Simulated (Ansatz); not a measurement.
Input file for Ansatz (an electronic-structure program):

Ansatz 0.2 input:
```yaml
crystal:
  lattice:
    - [0.0, 4.5525499589, 4.5525499589]
    - [4.5525499589, 0.0, 4.5525499589]
    - [4.5525499589, 4.5525499589, 0.0]
  atoms:
    - { symbol: Rb, position: [0.75, 0.75, 0.75] }
    - { symbol: Rb, position: [0.25, 0.25, 0.25] }
    - { symbol: Y, position: [0.5, 0.5, 0.5] }
    - { symbol: Ag, position: [0.0, 0.0, 0.0] }
    - { symbol: F, position: [0.7365418287, 0.2634581713, 0.2634581713] }
    - { symbol: F, position: [0.2634581713, 0.7365418287, 0.7365418287] }
    - { symbol: F, position: [0.2634581713, 0.7365418287, 0.2634581713] }
    - { symbol: F, position: [0.7365418287, 0.2634581713, 0.7365418287] }
    - { symbol: F, position: [0.2634581713, 0.2634581713, 0.7365418287] }
    - { symbol: F, position: [0.7365418287, 0.7365418287, 0.2634581713] }
kpoints:
  mp_grid: { grid: [3, 3, 3] }
hamiltonian:
  xc: hse06
  pseudopotentials: { kind: paw }
scf:
  n_extra_bands: 10
  occupations: { method: fixed }
output:
  eigenvalues: true
  eigenstates:
    e_range: [-9.0, 13.0]
    kpoints:
      - [0.0, 0.0, 0.5]  # VBM
      - [0.0, 0.0, 0.0]  # CBM
      - [0.0, 0.0, 0.0]  # GAMMA
      - [0.5, 0.0, 0.5]  # X
      - [0.5, 0.5, 0.5]  # L
      - [0.5, 0.25, 0.75]  # W
      - [0.375, 0.375, 0.75]  # K
      - [0.625, 0.25, 0.625]  # U
```

Output (shortened):

```
Pseudopotentials: kind: paw
Pseudopotential: Rb, paw, valence charge 9
Pseudopotential: Y, paw, valence charge 11
Pseudopotential: Ag, paw, valence charge 19
Pseudopotential: F, paw, valence charge 7
Functional definition: HSE06
davidson cushion auto → on  (no smearing: the cushion is to keep the highest requested band from converging to the state above it …
Crystal: 10 atoms, lattice volume = 188.710 Å³
Basis set: ecut = 420 eV, 3695 PW (Γ)
Bands: 55, of which v1, the nominal top of the filled ones, is band 45 counted from 1 (44 counted from 0)
Symmetry: 48 space group operations
Space group: Fm-3m (ITA 225), of the structure as read, at distance tolerance 5.7e-5 Å
k-points: 4 of 27
PAW frozen core: Rb, regenerated for the run's functional, and the local potential with it
PAW frozen core: Y, regenerated for the run's functional, and the local potential with it
PAW frozen core: Ag, regenerated for the run's functional, and the local potential with it
PAW frozen core: F, regenerated for the run's functional, and the local potential with it
Initial wavefunctions: pseudopotential atomic-orbital guess
Eigensolver: davidson
Functional: x = pbe(κ = 0.804, μ = 0.2195149727645171), c = pbe(β = 0.06672455060314922), warm-up for x = pbe(κ = 0.804, μ = 0.2195149727645171) + 0.25 (exact …
SCF iter   1: F=—  HF=-22836.745258 eV  |F-HF|=—  |Δ(HF+E_count)|=         —  Δρ=1.52e-3  dr2=3.08e-3  ethr=1.77e-3  ⟨swp⟩=10.0  Hψ=1010  notcnv=0
preconditioner: auto → none
SCF iter   2: F=-22836.746793 eV  HF=-22836.746727 eV  |F-HF|=6.52e-5  |Δ(HF+E_count)|=   1.47e-3  Δρ=5.98e-4  dr2=3.58e-4  ethr=3.42e-6  ⟨swp⟩=6.0  Hψ=796  notcnv=0
SCF 1 stopped early in 2 iterations: F = -22836.746793 eV  dr2 = 3.58e-4
Crystal: 10 atoms, lattice volume = 188.710 Å³
Initial density: handed on by an earlier stage of this run
Initial wavefunctions: those handed on with the density
Functional: x = pbe(κ = 0.804, μ = 0.2195149727645171) + 0.25 (exact − pbe) at short range (hse, ω = 0.20786987370883472 Å⁻¹), c = pbe(β = 0.06672455060314922); HSE06 as pw.x's `hse` composes it (authors' and Libxc's form: `xc: wpbeh`)
Exchange kernel: α = 0.2500, screened, ω = 0.2079 Å⁻¹, Wigner–Seitz truncation, v(0) = 1042.8035 eV·Å³, q-mesh 3×3×3, nearest image of the exchange supercell L …
Frozen-core exchange: fock
SCF iter   1: F=—  HF=-22846.778921 eV  |F-HF|=—  |Δ(HF+E_count)|=         —  Δρ=9.20e-3  dr2=1.99e-1  ethr=3.98e-6  ⟨swp⟩=7.0  Hψ=1086  notcnv=0
preconditioner: auto → none
SCF iter   2: F=—  HF=-22846.725211 eV  |F-HF|=—  |Δ(HF+E_count)|=   5.37e-2  Δρ=6.35e-3  dr2=2.70e-2  ethr=3.98e-6  ⟨swp⟩=5.0  Hψ=865  notcnv=0
SCF iter   3: F=—  HF=-22846.745081 eV  |F-HF|=—  |Δ(HF+E_count)|=   1.99e-2  Δρ=2.36e-3  dr2=6.63e-3  ethr=3.98e-6  ⟨swp⟩=4.0  Hψ=736  notcnv=0
SCF iter   4: F=—  HF=-22846.743033 eV  |F-HF|=—  |Δ(HF+E_count)|=   2.05e-3  Δρ=1.01e-3  dr2=1.23e-3  ethr=3.98e-6  ⟨swp⟩=3.0  Hψ=518  notcnv=0
iter 5 solved again at ethr=2.59e-9 eV; its pass at ethr=1.02e-6 eV (dr2=2.33e-6 eV) is discarded
SCF iter   5: F=—  HF=-22846.742719 eV  |F-HF|=—  |Δ(HF+E_count)|=   3.14e-4  Δρ=7.54e-5  dr2=1.76e-4  ethr=2.59e-9  ⟨swp⟩=4.8  Hψ=1344  notcnv=0
SCF iter   6: F=—  HF=-22846.744449 eV  |F-HF|=—  |Δ(HF+E_count)|=   1.73e-3  Δρ=6.67e-4  dr2=5.67e-4  ethr=1.23e-9  ⟨swp⟩=6.5  Hψ=1060  notcnv=0
SCF iter   7: F=-22846.744261 eV  HF=-22846.744265 eV  |F-HF|=4.34e-6  |Δ(HF+E_count)|=   1.84e-4  Δρ=5.45e-5  dr2=7.53e-6  ethr=1.23e-9  ⟨swp⟩=5.5  Hψ=991  notcnv=0
SCF 2 stopped early in 7 iterations: F = -22846.744261 eV  dr2 = 7.53e-6
hybrid outer 1: dexx = +3.255e-2 eV, tail = 6.25e-5 eV
Crystal: 10 atoms, lattice volume = 188.710 Å³
Exchange kernel: α = 0.2500, screened, ω = 0.2079 Å⁻¹, Wigner–Seitz truncation, v(0) = 1042.8035 eV·Å³, q-mesh 3×3×3, nearest image of the exchange supercell L …
Frozen-core exchange: fock
SCF iter   1: F=—  HF=-22846.744765 eV  |F-HF|=—  |Δ(HF+E_count)|=         —  Δρ=9.71e-5  dr2=1.26e-5  ethr=3.47e-7  ⟨swp⟩=3.8  Hψ=571  notcnv=0
preconditioner: auto → none
iter 2 solved again at ethr=2.77e-10 eV; its pass at ethr=1.35e-8 eV (dr2=2.49e-7 eV) is discarded
SCF iter   2: F=—  HF=-22846.744761 eV  |F-HF|=—  |Δ(HF+E_count)|=   3.98e-6  Δρ=2.04e-5  dr2=3.14e-7  ethr=2.77e-10  ⟨swp⟩=3.2  Hψ=1112  notcnv=0
SCF iter   3: F=—  HF=-22846.744761 eV  |F-HF|=—  |Δ(HF+E_count)|=   7.30e-7  Δρ=1.13e-5  dr2=1.50e-7  ethr=2.65e-10  ⟨swp⟩=5.2  Hψ=681  notcnv=0
SCF iter   4: F=-22846.744761 eV  HF=-22846.744761 eV  |F-HF|=4.53e-9  |Δ(HF+E_count)|=   4.46e-8  Δρ=2.44e-6  dr2=5.45e-9  ethr=1.61e-10  ⟨swp⟩=3.2  Hψ=606  notcnv=0
SCF 3 converged in 4 iterations: F = -22846.744761 eV  dr2 = 5.45e-9
hybrid outer 2: dexx = +1.101e-6 eV, tail = 4.28e-8 eV, Δε = 6.39e-3 eV (about 1.82e-4 eV left of the loop's levels)
NSCF: frozen V_eff on 8 k-points
hybrid SCF converged: 2 outer / 11 inner (+2 warm-up), last move |dexx| = 1.10e-6 eV, tail = 4.28e-8 eV
Stability not checked (fock_operator)
Free energy (F): -22846.744762 eV
Frozen-core exchange: fock
Harris-Foulkes:  -22846.744762 eV  (|F-HF|=4.53e-9)
Internal energy: -22846.744762 eV  (E = F + TS)
E sigma→0 (E₀):  -22846.744762 eV
Fermi energy:    3.584856 eV
--- Per-component energies (eV) ---
  E_band       = -1058.681222
  E_kinetic    = 2476.144910
  E_local      = -9295.153107  (includes V_loc(G=0)·N_el)
  E_nonlocal   = 912.960345
  E_hartree    = 3663.355327
  E_xc         = -881.138850
  E_vxc        = -1052.000263  (∫ρ·V_xc dr)
  E_exx        = -308.082605  (= α·E_x^exact, valence–valence)
  E_paw        = -13095.779017  (= ΣΔE_a)
  E_vpaw       = -811.197745  (= ΣTr[D̂ρ^β])
  E_aug_tail   = 0.012588  (compensation charges beyond the density's cutoff)
  E_ewald      = -6317.185520
  E_core_change = -1.878833  (= ΣΔE_core)
  E_smearing   =  0.000000  (= −TS)
  E_closure    =  0.000000  (closes the sum)
  Σ components = -22846.744762   (vs F -22846.744762, Δ=3.64e-12)
  [band-id]    e_kinetic+e_local+e_nonlocal+2·e_hartree+e_vxc+2·e_exx+e_vpaw+e_augmentation_tail = -1058.687829   (vs E_band -1058.681222, Δ=-6.61e-3)
--- Band table (eV) ---
  k-point 0: bands = ["-88.5582", "-50.8384", "-50.8384", "-50.8384", "-39.0198", "-23.3506", "-23.3206", "-20.9061", "-20.9061", "-20.9061", "-20.2418", "-20.2019", "-20.2019", "-16.9097", "-16.9097", "-16.9097", "-6.3974", "-6.3974", "-6.3974", "-6.2469", "-6.2469", "-6.2469", "-1.4942", "-1.4342", "-1.4342", "-0.7428", "-0.7428", "-0.7428", "-0.2884", "-0.2884", "-0.2884", "0.1051", "0.1051", "0.1051", "0.2881", "0.2881", "0.2881", "0.5125", "0.5125", "0.5125", "2.6702", "2.6702", "2.6702", "3.3778", "3.3778", "8.3889", "11.4853", "11.4853", "11.4853", "11.7625", "11.7625", "12.0534", "12.0534", "12.0534", "13.2004"]
  k-point 1: bands = ["-88.5582", "-50.8384", "-50.8384", "-50.8384", "-39.0198", "-23.3417", "-23.3262", "-20.9323", "-20.9022", "-20.9022", "-20.2131", "-20.2087", "-20.2087", "-16.9261", "-16.9065", "-16.9065", "-6.3422", "-6.3422", "-6.2916", "-6.2664", "-6.2664", "-6.2214", "-1.2469", "-1.2469", "-1.2089", "-0.7810", "-0.6366", "-0.6366", "-0.5352", "-0.4223", "-0.4223", "-0.1786", "-0.1275", "-0.1275", "0.1333", "0.1333", "0.1799", "0.3958", "0.3958", "0.4327", "2.7148", "2.7209", "2.7209", "3.5847", "3.5847", "9.3663", "11.2639", "11.4488", "11.4488", "11.5877", "12.2311", "12.2311", "12.7015", "12.7015", "13.4100"]
  k-point 2: bands = ["-88.5582", "-50.8384", "-50.8384", "-50.8384", "-39.0198", "-23.3415", "-23.3253", "-20.9086", "-20.9086", "-20.9085", "-20.2493", "-20.2005", "-20.2005", "-16.9121", "-16.9090", "-16.9090", "-6.3489", "-6.3489", "-6.2776", "-6.2354", "-6.2244", "-6.2244", "-1.5515", "-1.4368", "-1.1654", "-0.9664", "-0.5637", "-0.5637", "-0.3899", "-0.2614", "-0.2614", "-0.1507", "-0.0528", "-0.0528", "0.0282", "0.1751", "0.1751", "0.2988", "0.2988", "0.5064", "2.6743", "2.7531", "2.7531", "3.3802", "3.5373", "9.5333", "11.0496", "11.5149", "11.5149", "11.5335", "12.3422", "12.4070", "13.0582", "13.0582", "13.1380"]
  k-point 3: bands = ["-88.5582", "-50.8384", "-50.8384", "-50.8384", "-39.0198", "-23.3330", "-23.3327", "-20.9242", "-20.9046", "-20.9035", "-20.2350", "-20.2079", "-20.2020", "-16.9191", "-16.9080", "-16.9061", "-6.3127", "-6.3109", "-6.2826", "-6.2621", "-6.2249", "-6.1972", "-1.5303", "-1.2501", "-1.1581", "-0.8346", "-0.7284", "-0.5493", "-0.4627", "-0.4036", "-0.2369", "-0.1496", "-0.1208", "-0.0107", "-0.0029", "0.0331", "0.1253", "0.2679", "0.2812", "0.4147", "2.7208", "2.7517", "2.7560", "3.4700", "3.5849", "10.0608", "11.4430", "11.4583", "11.5837", "11.6108", "11.6218", "12.6054", "12.7628", "13.0259", "13.4993"]
  band table: 55 of 55 bands, residual norms ≤ 1.0e-3 eV
```

Cost: about 5 core-minutes (a rough figure) on shared cores.

The points marked VBM and CBM come from a semilocal run.

The workflow started from a Materials Project entry (that database holds measured and hypothetical structures alike); the Crystallography Open Database copy checked does not list it. Whether it is the stable phase at ambient conditions was not checked. The cell was relaxed with r²SCAN under the symmetry of its start; its stability against distortions is not shown here. The run is not spin-polarised. Spin–orbit coupling is left out wherever it is not named.

Potentials: the later of the program's two PAW sets.

Ansatz is a plane-wave DFT program.
